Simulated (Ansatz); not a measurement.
# LaRu₂ + LaSi₂ → 2 LaSiRu

All three solids are relaxed on PAW files, and every method takes those cells: LaSiRu in P4/nmm, a = 4.18 Å, b = 4.18 Å, c = 6.95 Å, α = 90.00°, β = 90.00°, γ = 90.00°, 8×8×5 k mesh, smearing 0.05 eV; LaRu₂ in Fd-3m, a = 7.54 Å, b = 7.54 Å, c = 7.54 Å, α = 90.00°, β = 90.00°, γ = 90.00°, 7×7×7 k mesh, smearing 0.05 eV; LaSi₂ in I4_1/amd, a = 4.24 Å, b = 4.24 Å, c = 13.75 Å, α = 90.00°, β = 90.00°, γ = 90.00°, 11×11×11 k mesh, smearing 0.05 eV.

The product's cell, then the reactants':

```xyz
6
Lattice="4.1816 0.0000 0.0000 0.0000 4.1816 0.0000 0.0000 0.0000 6.9540" Properties=species:S:1:pos:R:3 pbc="T T T"
La    2.0908    0.0000    4.7277
La    0.0000    2.0908    2.2262
Si    2.0908    0.0000    1.1757
Si    0.0000    2.0908    5.7783
Ru    0.0000    0.0000    0.0000
Ru    2.0908    2.0908    0.0000
```

```xyz
6
Lattice="0.0000 3.7718 3.7718 3.7718 0.0000 3.7718 3.7718 3.7718 0.0000" Properties=species:S:1:pos:R:3 pbc="T T T"
La    0.0000    0.0000    0.0000
La    1.8859    1.8859    1.8859
Ru    4.7147    4.7147    4.7147
Ru    4.7147    2.8288    2.8288
Ru    2.8288    2.8288    4.7147
Ru    2.8288    4.7147    2.8288
```

```xyz
6
Lattice="-2.1196 2.1196 6.8758 2.1196 -2.1196 6.8758 2.1196 2.1196 -6.8758" Properties=species:S:1:pos:R:3 pbc="T T T"
La    0.0000    0.0000    0.0000
La    0.0000    2.1196    3.4379
Si    0.0000    0.0000    5.7104
Si    2.1196    0.0000    2.2725
Si    2.1196    0.0000    4.6034
Si    0.0000    0.0000    8.0413
```

Computed with Ansatz 0.2.0; functional LDA, scalar-relativistic. Settings: no spin polarisation. Methods: LAPW: all electrons, basis error target 0.5 meV/atom; PAW: frozen-core files, cutoff 420 eV.

Energies are at zero smearing and zero temperature. The structures come from databases; a reactant may be hypothetical or may itself decompose, and needn't be the lowest polymorph.

Spin–orbit coupling is left out, which matters for the heavy atoms. The PAW files were made under PBE.

Q: What is the reaction energy per atom of the product, by each method?

A: LAPW -404.5 meV/atom; PAW -404.5 meV/atom. The product is favoured against these reactants.

Q: How does the volume change, and what would pressure do?

A: It changes by +5.3 %, so pressure favours the reactants.
